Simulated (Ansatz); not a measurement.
A geometry of Rh away from equilibrium: step 4 of the relaxation of a relaxed Rh cell displaced along its unstable phonon at q = (½, ½, 0) of its primitive reciprocal cell (41i cm⁻¹), largest move 0.15 Å. Computed with PBEsol (plane waves to 420 eV, PAW, scalar-relativistic; Ansatz, a program for electronic structure). Γ-centred k-mesh 14×14×14 on the run's cell (coarser than for final values), Fermi–Dirac smearing 0.05 eV. The plane waves were selected for a different cell earlier on the path.

```xyz
4
Lattice="-4.7344 4.7344 2.6199 0.0000 0.0000 2.6199 2.3696 2.3696 -1.3099" Properties=species:S:1:pos:R:3 pbc="T T T"
Rh     0.0012     2.3684     0.1086
Rh    -2.3660     4.7356     2.5113
Rh    -0.1633    -0.1633     0.0000
Rh    -2.2039     2.5305     1.3099
```

Task: Give the Cartesian forces on all atoms (eV/Å).

Result: 
```json
[
 {"atom": "Rh1", "Fx": "0.00", "Fy": "0.00", "Fz": "-0.31"},
 {"atom": "Rh2", "Fx": "0.00", "Fy": "0.00", "Fz": "0.31"},
 {"atom": "Rh3", "Fx": "0.05", "Fy": "0.05", "Fz": "0.00"},
 {"atom": "Rh4", "Fx": "-0.05", "Fy": "-0.05", "Fz": "0.00"}
]
```

The path ends in Cmcm (No. 63). No spin polarisation in the result.

The run could not lose the symmetry of its start, so the end can be a saddle point.

The end of the path is a generated cell of Rh: the first start was made by placing the elements on the sites of a structure type, and the end was not matched to a known phase here, so it may be hypothetical. Known forms of Rh include space group No. 225.
